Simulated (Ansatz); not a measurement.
Relaxed PtSe$_{2}$ (CdI2 type):

```
PtSe2
1.0
    7.46138     0.00000     0.00000
   -1.86534     3.23087     0.00000
    0.00000     0.00000     5.25610
Pt Se
2 4
Cartesian
  0.00000   0.00000   0.00000
  3.73069   0.00000   0.00000
  1.86534   1.07696   1.29822
  5.59603   1.07696   1.29822
  0.00000   2.15391   3.95788
  3.73069   2.15391   3.95788
```

Level of theory: r2SCAN+rVV10 (plane waves to 500 eV, PAW, scalar-relativistic; Ansatz, a program for electronic structure). k mesh 6×12×7 (Γ-centred), Fermi-Dirac smearing 0.05 eV. With partly filled bands, energies and forces of such displacements shift with the k mesh and the smearing. At this level the bands of PtSe2 touch or barely overlap. PtSe2 is run without spin polarisation. PtSe2 was relaxed with its symmetry unable to fall. Spin-orbit coupling is left out, though Pt is heavy.

One atom of the cell was then moved (with its periodic images), all else fixed, and the forces (eV/Å) came out as:

| atom | Fx | Fy | Fz |
|---|---|---|---|
| Pt1 | -3.027 | -1.682 | -2.551 |
| Pt2 | -0.665 | -0.725 | 0.660 |
| Se3 | 4.500 | 3.004 | 1.974 |
| Se4 | -0.552 | -0.413 | 0.137 |
| Se5 | 0.147 | -0.069 | -0.124 |
| Se6 | -0.402 | -0.114 | -0.095 |

**Question.** Which atom was moved, and by which vector (Å)?

**Answer.** Se3, by (-0.28, -0.28, 0.00), 0.40 Å in all.

(A displaced cell: forces are minus the slopes of the energy, force constants its curvatures, and phonons follow from these.)
